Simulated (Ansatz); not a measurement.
Cr₃Ru:
```xyz
4
Lattice="1.4072 -2.0809 0.0000 1.4072 2.0809 0.0000 0.0000 0.0000 7.9259" Properties=species:S:1:pos:R:3 pbc="T T T"
Cr     1.4072     0.0000     5.8423
Cr     1.4072     0.0000     2.0836
Cr     0.0000     0.0000     3.9630
Ru     0.0000     0.0000     0.0000
```

Relaxed with LDA. Special points in fractions of this cell's reciprocal vectors: Γ (0.000, 0.000, 0.000); Y (-0.500, 0.500, 0.000); C0 (-0.364, 0.636, 0.000); Σ0 (0.364, 0.364, 0.000); Z (0.000, 0.000, 0.500); A0 (0.364, 0.364, 0.500); E0 (-0.364, 0.636, 0.500); T (-0.500, 0.500, 0.500); S (0.000, 0.500, 0.000); R (0.000, 0.500, 0.500).

Problem. List the band energies nearest the Fermi level at these points for the program Ansatz at the LDA level (PAW).

Solution. In eV from the Fermi level; about four levels below and three above (degenerate sets whole), none deeper than 8.9 eV; points with the same levels are listed once.

| k | below | above |
|---|---|---|
| Γ | -1.34 -1.33 -0.75 -0.55 | 0.04 0.31 0.33 |
| Y | -3.10 -1.29 -0.58 -0.58 | 0.06 0.56 1.08 |
| C0 | -2.74 -2.72 -2.42 -1.84 | 0.28 0.76 0.88 |
| Z | -1.10 -0.82 -0.81 -0.52 | 0.30 0.33 0.57 |
| A0 | -2.43 -2.41 -1.02 -0.75 | 0.32 0.63 0.76 |
| T | -2.34 -1.93 -1.18 -0.37 | 0.71 0.96 1.36 |
| S | -2.42 -2.16 -1.74 -0.10 | 0.54 0.94 1.00 |
| R | -1.09 -0.84 -0.73 -0.33 | 0.18 0.67 0.87 |

Space group Cmmm. The first step of the workflow began from a Materials Project structure, measured or hypothetical; the Crystallography Open Database copy checked does not list it. With Cr and Ru taken as one species the cell has the higher symmetry Im-3m, so it may be an ordered model of a mixed-site phase. Its standing as an ambient phase is unchecked. The LDA relaxation kept the symmetry of its start. At this level the phase is dynamically unstable (imaginary phonons). The run is not spin-polarised. Its formation energy is positive at this level, so the cell may be metastable or incomplete. Scalar-relativistic: spin–orbit coupling is off unless named, which matters more the heavier the elements.

Potentials: the later of the program's two PAW sets.
